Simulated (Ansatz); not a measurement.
Total density of states per atom from PBE+D3(BJ) (plane waves, PAW; program Ansatz), in 0.25 eV bins, energy from the Fermi level:

```
E (eV) | states/eV/atom
    -5.85 |  0.00
    -5.60 |  0.02
    -5.35 | # 0.05
    -5.10 | # 0.07
    -4.85 | # 0.09
    -4.60 | ## 0.11
    -4.35 | ## 0.14
    -4.10 | ### 0.16
    -3.85 | ### 0.20
    -3.60 | #### 0.24
    -3.35 | ##### 0.33
    -3.10 | ############# 0.82
    -2.85 | ################ 1.00
    -2.60 | ################## 1.14
    -2.35 | #################### 1.26
    -2.10 | ###################### 1.40
    -1.85 | ################ 1.03
    -1.60 | ############### 0.96
    -1.35 | ################### 1.21
    -1.10 | #################### 1.29
    -0.85 | ########################## 1.63
    -0.60 | ########################## 1.62
    -0.35 | ######### 0.56
    -0.10 | ########### 0.69
     0.15 | ########################### 1.69
     0.40 | ########################## 1.65
     0.65 | ######################### 1.59
     0.90 | ############################ 1.74
     1.15 | ############################# 1.80
     1.40 | ############################## 1.89
     1.65 | #################### 1.28
     1.90 | ############## 0.85
     2.15 | ############ 0.78
     2.40 | ############ 0.73
     2.65 | ########### 0.71
     2.90 | ########### 0.69
     3.15 | ########### 0.69
     3.40 | ########### 0.71
     3.65 | ############ 0.75
     3.90 | ############### 0.92
```

Q: Which of these materials gives this?
A. Zr, hcp (Mg type)
B. Ti, hcp (Mg type)
C. Tb, hcp (Mg type)
D. Ru, hcp (Mg type)

A: A, Zr, hcp (Mg type). Within 0.5 eV of the Fermi level: Zr 4d 89 %, Zr 5s 5 %. Projections are on Löwdin-orthogonalised atomic valence shells; empty p or d shells of many metals are not among them.

Space group P6_3/mmc (hcp (Mg type)). The PBE+D3(BJ) relaxation kept the symmetry of its start. The run is not spin-polarised. The pairwise dispersion correction was not fitted to metals. Spin–orbit coupling is left out wherever it is not named.

Potentials: the later of the program's two PAW sets.
